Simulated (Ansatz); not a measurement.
MgB2 (AlB2 type, space group P6/mmm)

```yaml
crystal:
  lattice:
    - [3.07432, 0.00000, 0.00000]
    - [-1.53716, 2.66244, 0.00000]
    - [0.00000, 0.00000, 3.52754]
  atoms:
    - { symbol: Mg, position: [0.00000, 0.00000, 0.00000] }
    - { symbol: B, position: [0.33333, 0.66667, 0.50000] }
    - { symbol: B, position: [0.66667, 0.33333, 0.50000] }
```

Scan: atom 3 (B, nearest neighbour B at 1.775 Å; its periodic images, 3.1 Å or more away, move with it) is displaced along Cartesian [110], direction (0.707, 0.707, 0.000) in Cartesian axes, by s. The other atoms stay.

The numbers are results of PBE (plane waves to 420 eV, PAW, scalar-relativistic; Ansatz, a program for electronic structure), not measurements. k mesh 14×14×11 (Γ-centred), Fermi-Dirac smearing 0.05 eV. E stands for the smeared free energy. Compression counts positive. With partly filled bands, energies and forces of such displacements shift with the k mesh and the smearing. F∥ is the force on the atom along that direction. F⊥ is the part of the force across the line. MgB2 was relaxed with its symmetry unable to fall. The zero of ΔE is the undisplaced structure.

```json
[
 {"s (Å)": "-0.530", "ΔE (meV/cell)": "1361", "P (GPa)": "19.4", "|F⊥| (eV/Å)": "4.043", "F∥ (eV/Å)": "5.315"},
 {"s (Å)": "-0.424", "ΔE (meV/cell)": "849", "P (GPa)": "12.8", "|F⊥| (eV/Å)": "2.537", "F∥ (eV/Å)": "4.312"},
 {"s (Å)": "-0.318", "ΔE (meV/cell)": "452", "P (GPa)": "7.4", "|F⊥| (eV/Å)": "1.415", "F∥ (eV/Å)": "3.162"},
 {"s (Å)": "-0.212", "ΔE (meV/cell)": "180", "P (GPa)": "3.4", "|F⊥| (eV/Å)": "0.635", "F∥ (eV/Å)": "1.958"},
 {"s (Å)": "-0.106", "ΔE (meV/cell)": "38", "P (GPa)": "0.9", "|F⊥| (eV/Å)": "0.153", "F∥ (eV/Å)": "0.761"},
 {"s (Å)": "0.000", "ΔE (meV/cell)": "0", "P (GPa)": "0.0", "|F⊥| (eV/Å)": "0.000", "F∥ (eV/Å)": "0.000"},
 {"s (Å)": "0.106", "ΔE (meV/cell)": "49", "P (GPa)": "1.0", "|F⊥| (eV/Å)": "0.155", "F∥ (eV/Å)": "-1.055"},
 {"s (Å)": "0.212", "ΔE (meV/cell)": "269", "P (GPa)": "4.3", "|F⊥| (eV/Å)": "0.624", "F∥ (eV/Å)": "-3.260"},
 {"s (Å)": "0.318", "ΔE (meV/cell)": "766", "P (GPa)": "10.6", "|F⊥| (eV/Å)": "1.543", "F∥ (eV/Å)": "-6.288"},
 {"s (Å)": "0.424", "ΔE (meV/cell)": "1647", "P (GPa)": "20.6", "|F⊥| (eV/Å)": "3.124", "F∥ (eV/Å)": "-10.610"},
 {"s (Å)": "0.530", "ΔE (meV/cell)": "3090", "P (GPa)": "34.9", "|F⊥| (eV/Å)": "5.807", "F∥ (eV/Å)": "-17.035"}
]
```

Read from the data:

| Quantity | Value |
|---|---|
| Energy at s = 0.530 Å | 3090 meV/cell |
| Force along the line at s = -0.530 Å | 5.32 eV/Å |
| Symmetry of the curve | not even: the positive side lies higher at ±0.530 Å |
| Shape of the curve | a single well with its minimum at or next to zero displacement |

The 11 points together took around 2.5 core-minutes (rough).

(A displaced cell: forces are minus the slopes of the energy, force constants its curvatures, and phonons follow from these.)
